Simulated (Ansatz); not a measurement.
SnO, DFT, LDA, PAW with Ansatz's default frozen-core files, scalar-relativistic (Ansatz 0.2.0), run on 1 thread of Arm Neoverse V2 on a shared host.

The cell comes from COD entry 9008956, which wasn't checked; take it as a given geometry. The listed cell was then made from it by scaling, straining or moving an atom.

Command: `ansatz run input.yaml --threads 1 --pin off --max-ram 4096MiB --backend cpu --events-out ev --progress --plain --runs-dir out`

```yaml
crystal:
  lattice:
    - [3.7506153226, 0.0, 0.0]
    - [0.0, 3.7506153226, 0.0]
    - [0.0, 0.0, 4.7706406366]
  atoms:
    - { symbol: Sn, position: [0.0, 0.5, 0.2385] }
    - { symbol: Sn, position: [0.5, 0.0, 0.7615] }
    - { symbol: O, position: [0.0, 0.0, 0.0] }
    - { symbol: O, position: [0.5, 0.5, 0.0] }
kpoints:
  mp_grid: { grid: [6, 6, 5] }
scf:
  occupations: { method: fermi_dirac, width: 0.02 }
hamiltonian:
  xc: lda
  pseudopotentials: { kind: paw }
output:
  forces: true
  stress: true
  eigenvalues: true
  efg: { contact_densities: true }
  write_density: true
  write_potential: true
  elf: true
  volumetric_format: npy
```

Problem. How large is the problem that the program sets up?

Solution. 30 irreducible k-points, 1287 plane waves at Γ, 24 bands.

Problem. About how long does it take, and how much memory does it use?

Solution. 4.2 s of wall time for 7 SCF iterations, with a peak of 0.38 GiB. Times on shared machines scatter by tens of per cent.

Problem. And the same cell and mesh by crystal-made all-electron datasets, asked for forces, stress, eigenvalues, efg, on the same hardware?

Solution. 9.9 s, peak memory 0.6 GiB.
